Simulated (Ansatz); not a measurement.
C:
```
C
1.0
    2.51231     0.00000     0.00000
   -1.25616     2.17573     0.00000
    0.00000     0.00000    12.39174
C
12
Direct
  0.66667   0.33333   0.35494
  0.33333   0.66667   0.64506
  0.33333   0.66667   0.85494
  0.66667   0.33333   0.14506
  0.66667   0.33333   0.02076
  0.33333   0.66667   0.97924
  0.33333   0.66667   0.52076
  0.66667   0.33333   0.47924
  0.00000   0.00000   0.68683
  0.00000   0.00000   0.31317
  0.00000   0.00000   0.18683
  0.00000   0.00000   0.81317
```

Relaxed with r²SCAN.

Map the valence electron density (e/Å³), cut off at 2 on the plane through (0.667, 0.333, 0.355) spanned by u = [0, 0, 1] and v = [1, -1, 0] in lattice vectors, from plane-wave PAW r²SCAN (Ansatz code).

x is the fraction of u, y of v (the angle between them is 90°; rows are the nearest grid lines); atoms in the plane: C at (0.00, 0.00), C at (0.29, 0.67), C at (0.50, 0.67), C at (0.79, 0.00), C at (0.67, 0.00), C at (0.62, 0.67), C at (0.17, 0.67), C at (0.12, 0.00), C at (0.33, 0.33), C at (0.96, 0.33).
```
y \ x   0.000  0.100  0.175  0.275  0.375  0.450  0.550  0.625  0.725  0.825  0.900   1.00
------  -----  -----  -----  -----  -----  -----  -----  -----  -----  -----  -----  -----
1.00     1.70   1.90  0.899  0.111  0.077  0.121  0.093   1.21   1.67   1.39  0.155   1.70
0.909    1.52   1.43  0.930  0.221  0.115  0.217  0.157   1.25   1.03   1.19  0.160   1.52
0.864    1.05   1.04   1.03  0.412  0.153  0.343  0.279   1.30  0.620  0.848  0.152   1.05
0.773   0.321  0.576   1.60   1.23  0.219  0.722  0.906   1.78  0.212  0.313  0.107  0.321
0.682   0.134  0.499   1.74   1.80  0.229  0.916   1.71   1.71  0.127  0.141  0.070  0.134
0.636   0.143  0.496   1.73   1.79  0.232  0.918   1.64   1.73  0.129  0.152  0.074  0.143
0.545   0.339  0.393   1.14   1.36  0.350   1.00  0.793   1.22  0.145  0.414  0.200  0.339
0.455   0.825  0.211  0.359  0.817  0.847   1.52  0.294  0.397  0.136   1.26  0.697  0.825
0.364    1.17  0.107  0.130  0.716   1.66   1.74  0.175  0.144  0.111   1.74   1.50   1.17
0.318    1.18  0.102  0.122  0.715   1.72   1.72  0.172  0.135  0.109   1.72   1.57   1.18
0.227    1.23  0.238  0.249  0.576  0.931   1.31  0.177  0.291  0.196   1.85  0.858   1.23
0.136    1.58  0.821  0.576  0.295  0.278  0.452  0.144  0.746  0.611   1.46  0.315   1.58
0.0909   1.83   1.30  0.765  0.193  0.148  0.243  0.121   1.03   1.02   1.44  0.208   1.83
0.000    1.70   1.90  0.899  0.111  0.077  0.121  0.093   1.21   1.67   1.39  0.155   1.70
```

The density is the valence pseudo-density with augmentation charge, so density and ELF within about 1 Å of a nucleus are not all-electron values.

Space group P6_3/mmc. The first step of the workflow began from a Materials Project structure, measured or hypothetical. Its sites differ from those of the usual phase in this space group: another stacking or structure type. Symmetry was held in the r²SCAN relaxation; phonons on a q-mesh show no instability.

Potentials: the later of the program's two PAW sets.
